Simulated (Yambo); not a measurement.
SiC (zinc blende, space group F-43m, No. 216), G0W0@LDA in Yambo; all else as in the reference (6×6×6 Γ-centred k mesh, 76 bands and a 14 Ry block in the screening, 76 bands in G with the Bruneval-Gonze terminator, plasmon pole fitted at 27.2 eV). One parameter is varied: the cutoff of the exchange sum, over 5, 10, 20, 40, 82 Ry.

Question: From which value on does the gap Γ → X stay within 0.05 eV of the largest setting?

Answer: From 20 Ry on.
```tsv
cutoff of the exchange sum (Ry)	G0W0 gap (eV)	valence shift (eV)
5	1.92	-0.27
10	2.11	-0.53
20	2.22	-0.66
40	2.25	-0.69
82	2.26	-0.69
```
The last step of the sweep still moves the gap by 4 meV; the other settings are held fixed.

Geometry relaxed with LDA; primitive cell a = b = c = 3.0586 Å, α = β = γ = 60.00°.

A shift is the quasiparticle energy of the state minus its LDA energy.
